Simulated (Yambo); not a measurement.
Absorption of LiF (rock salt, space group Fm-3m, No. 225) with and without the electron-hole interaction (Yambo, PBEsol bands; 10×10×10 mesh, 3 valence and 1 conduction bands, static screening with 9 bands and a 4 Ry block, scissor 4.81 eV, Tamm-Dancoff; field along x).

```tsv
E (eV)	Im ε, BSE	Im ε, independent quasiparticles
10.60	0.27	0.01
10.70	0.34	0.01
10.80	0.42	0.01
10.90	0.54	0.01
11.00	0.73	0.01
11.10	1.03	0.01
11.20	1.55	0.02
11.30	2.54	0.02
11.40	4.65	0.02
11.50	8.81	0.02
11.60	11.2	0.02
11.70	7.00	0.02
11.80	3.67	0.02
11.90	2.10	0.02
12.00	1.34	0.02
12.10	0.94	0.02
12.20	0.70	0.03
12.30	0.56	0.03
12.40	0.48	0.03
12.50	0.43	0.03
12.60	0.42	0.03
12.70	0.44	0.03
12.80	0.53	0.04
12.90	0.72	0.04
13.00	1.17	0.04
13.10	1.85	0.05
13.20	1.80	0.05
13.30	1.44	0.06
13.40	1.58	0.07
13.50	1.57	0.08
13.60	1.15	0.09
13.70	0.94	0.11
13.80	0.89	0.14
13.90	0.98	0.19
14.00	1.14	0.23
14.10	1.16	0.32
14.20	0.92	0.47
14.30	0.79	0.55
14.40	0.62	0.60
14.50	0.49	0.67
14.60	0.43	0.73
14.70	0.46	0.73
14.80	0.45	0.76
14.90	0.44	0.93
15.00	0.49	1.10
15.10	0.47	1.21
15.20	0.51	1.14
15.30	0.52	1.17
15.40	0.54	1.31
15.50	0.56	1.36
15.60	0.51	1.57
15.70	0.58	2.10
15.80	0.61	2.62
15.90	0.61	2.51
16.00	0.76	2.22
16.10	0.69	2.24
16.20	0.46	2.74
16.30	0.37	3.00
16.40	0.37	2.69
16.50	0.39	2.55
16.60	0.46	2.22
16.70	0.36	1.79
16.80	0.26	1.68
16.90	0.23	1.84
17.00	0.22	2.30
17.10	0.26	2.24
17.20	0.38	1.74
17.30	0.48	1.49
17.40	0.36	1.71
17.50	0.25	2.02
```

The scissor comes from a G0W0 run whose convergence isn't established. Broadening 0.15 eV. The band window holds all transitions up to 20.5 eV. Fine structure above the onset can come from the mesh.

Geometry relaxed with PBEsol; primitive cell a = b = c = 2.829 Å, α = β = γ = 60.00°.
